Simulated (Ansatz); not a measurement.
HfO₂:
```cif
data_Hf4O8
_chemical_formula_sum 'Hf4 O8'
_space_group_name_H-M_alt 'P 1'
_space_group_IT_number 1
_cell_length_a 5.24666
_cell_length_b 5.03056
_cell_length_c 5.05945
_cell_angle_alpha 90.000
_cell_angle_beta 90.000
_cell_angle_gamma 90.000
loop_
_space_group_symop_operation_xyz
  'x, y, z'
loop_
_atom_site_label
_atom_site_type_symbol
_atom_site_fract_x
_atom_site_fract_y
_atom_site_fract_z
_atom_site_occupancy
Hf1 Hf 0.03250 0.26703 0.24108 1
Hf2 Hf 0.96750 0.73297 0.74108 1
Hf3 Hf 0.46750 0.26703 0.74108 1
Hf4 Hf 0.53250 0.73297 0.24108 1
O1 O 0.36705 0.07001 0.38076 1
O2 O 0.63295 0.92999 0.88076 1
O3 O 0.13295 0.07001 0.88076 1
O4 O 0.86705 0.92999 0.38076 1
O5 O 0.73216 0.46112 0.49116 1
O6 O 0.26784 0.53888 0.99116 1
O7 O 0.76784 0.46112 0.99116 1
O8 O 0.23216 0.53888 0.49116 1
```

Relaxed with r²SCAN.

Give the optical modes at the zone centre with their infrared activity from DFPT, r²SCAN in the plane-wave PAW code Ansatz.

Transverse frequencies, without the LO–TO term; a row sums one degenerate level.

| ω (cm⁻¹) | degeneracy | IR ((D/Å)²/amu) | activity | symmetry |
|---|---|---|---|---|
| 122 | 1 | 1.61 | IR | A1 |
| 126 | 1 | 0.00 | IR-inactive | A2 |
| 127 | 1 | 0.17 | IR | B1 |
| 139 | 1 | 0.00 | IR-inactive | A2 |
| 143 | 1 | 0.97 | IR | B2 |
| 152 | 1 | 0.00 | IR-inactive | A2 |
| 160 | 1 | 8.74 | IR | A1 |
| 231 | 1 | 40.06 | IR | B2 |
| 235 | 1 | 0.48 | IR | B1 |
| 244 | 1 | 0.02 | IR | B2 |
| 258 | 1 | 2.84 | IR | A1 |
| 273 | 1 | 39.47 | IR | B1 |
| 310 | 1 | 0.00 | IR-inactive | A2 |
| 314 | 1 | 6.87 | IR | A1 |
| 324 | 1 | 0.43 | IR | B1 |
| 326 | 1 | 0.01 | IR | B2 |
| 333 | 1 | 47.07 | IR | A1 |
| 380 | 1 | 0.68 | IR | A1 |
| 382 | 1 | 49.83 | IR | B1 |
| 392 | 1 | 52.61 | IR | B2 |
| 410 | 1 | 0.00 | IR-inactive | A2 |
| 461 | 1 | 19.93 | IR | A1 |
| 487 | 1 | 0.00 | IR-inactive | A2 |
| 488 | 1 | 2.32 | IR | B1 |
| 531 | 1 | 6.55 | IR | B2 |
| 554 | 1 | 1.18 | IR | B2 |
| 586 | 1 | 0.00 | IR-inactive | A2 |
| 599 | 1 | 1.73 | IR | A1 |
| 638 | 1 | 2.76 | IR | B1 |
| 660 | 1 | 0.00 | IR-inactive | A2 |
| 684 | 1 | 0.00 | IR-inactive | A2 |
| 698 | 1 | 0.46 | IR | B1 |
| 741 | 1 | 7.01 | IR | B2 |

How high does the top mode go among those that the LO–TO term moves?

713 cm⁻¹ for q along x, 789 cm⁻¹ for q along y, 674 cm⁻¹ for q along z.

Space group Pca2_1. The r²SCAN relaxation kept the symmetry of its start. No spin polarisation was allowed. Spin–orbit coupling is left out wherever it is not named.

Potentials: the later of the program's two PAW sets.
